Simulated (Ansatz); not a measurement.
**Structures of CaH: which is lowest?**

Plane-wave DFT in Ansatz with scalar-relativistic PAW potentials, cutoff 420 eV, Γ-centred meshes chosen by cell and gap, Gaussian smearing with energies taken to zero width. Every cell was relaxed (cell and atoms) in a run of its own, within the symmetry of its start. Functional: PBE.

Relaxed structures (starts from databases or built by putting these elements on another compound's sites):
A. P6/mmm, 6 atoms in the computed cell, a = 6.533 Å, c = 3.410 Å; sites (symmetry × multiplicity) Ca mmm × 3, H -6m2 × 2 + 6/mmm × 1; start: built
B. Fm-3m, 2 atoms in the computed cell, a = 5.145 Å; sites (symmetry × multiplicity) Ca m-3m × 4, H m-3m × 4; start: built

Rank them by energy. Could pressure change the order?

| structure | group | E − E(lowest) (meV/atom) | V (Å³/atom) | gap on mesh (eV) |
| --- | --- | --- | --- | --- |
| B | Fm-3m | 0.0 | 17.03 | 0.00 |
| A | P6/mmm | 455 | 21.01 | 0.00 |

B is lowest, 455 meV/atom under A. The lowest is also the densest of these, so pressure wouldn't bring one of the others in at first order. Other structures may lie lower than all of these, and vibrations aren't counted.